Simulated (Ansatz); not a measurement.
## CuI: computed property card

CuI:
```
CuI
1.0
    3.64994     0.00000     0.00000
    0.00000     3.64994     0.00000
    0.00000     0.00000     3.64994
Cu I
1 1
Direct
  0.00000   0.00000   0.00000
  0.50000   0.50000   0.50000
```

Space group Pm-3m (No. 221), CsCl type; conventional cell a = b = c = 3.650 Å, α = β = γ = 90.00°.

Method: PBE (plane waves, PAW; program Ansatz). The cell and atoms are relaxed at this level. Other levels are named where they apply.

### Cell and energy

```yaml
volume_per_atom: 24.31 Å³
density: 6.50 g/cm³
Formation energy from the elements (no fitted shifts): 0.57 eV/atom
```

### Electronic structure

```yaml
electronic_character: metallic (no gap)
Density of states at the Fermi level: 0.56 states/eV per atom (mean over ±0.08 eV)
Gap with spin–orbit coupling: none (metallic)
```

### Magnetism

```yaml
magnetic_order: non-magnetic (starting moments vanished)
```

### Mechanics

```yaml
Bulk modulus (Birch–Murnaghan fit): 36.0 GPa
Pressure derivative B′: 5.8
```

The start of the workflow was typed in or built on a structure type; neither database checked (COD, Materials Project) lists it. It is not the phase usual at ambient conditions (space group No. 216). Symmetry was held in the PBE relaxation; whether a distortion lowers the energy is not shown. The workflow began spin-polarised and lost its moments. Its formation energy is positive at this level, so the cell may be metastable or incomplete. The references are the lowest solids computed at this level, not always the standard phases. Scalar-relativistic: spin–orbit coupling is off unless named, which matters more the heavier the elements.

Potentials: the earlier of the program's two PAW sets.
